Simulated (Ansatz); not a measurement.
The relaxed structure here is a generated cell of ZnS: the first start was made by a random draw of sites in a space group, and the end was not matched to a known phase here, so it may be hypothetical. Known forms of ZnS include space group No. 186, 216.

A relaxed structure of ZnS. Method: PBEsol (plane waves to 420 eV, PAW, scalar-relativistic; Ansatz, a program for electronic structure).

```xyz
8
Lattice="6.3153 0.0000 0.0000 0.0000 6.3153 0.0000 0.0000 0.0000 6.3153" Properties=species:S:1:pos:R:3 pbc="T T T"
S      3.9471     3.9471     3.9471
S      5.5259     2.3682     0.7894
S      2.3682     0.7894     5.5259
S      0.7894     5.5259     2.3682
Zn     0.7894     0.7894     0.7894
Zn     2.3682     5.5259     3.9471
Zn     5.5259     3.9471     2.3682
Zn     3.9471     2.3682     5.5259
```

Task: Determine the symmetry and give the standard cell with its independent sites.

Result: Space group P4₃32 (No. 212); a = b = c = 6.3153 Å, α = β = γ = 90.00°

```tsv
atom	site	symmetry	x	y	z
S	4b	.32	0.6250	0.6250	0.6250
Zn	4a	.32	0.1250	0.1250	0.1250
```

Task: Give the shortest distances between elements (the closest pairs, up to four, under 3.6 Å).

Result: S–Zn 2.23 Å.

```json
{
  "volume_per_atom": "31.48 Å³",
  "band_gap": "1.80 eV, direct within 0.03 eV (at Γ) (no spin-orbit coupling)",
  "smallest_direct_gap": "1.81 eV at Γ"
}
```

No spin polarisation in the result.

The run could not lose the symmetry of its start: the end is stationary, and may be a saddle point rather than a minimum.

All atoms sit on sites fixed by symmetry, so only the cell could relax.
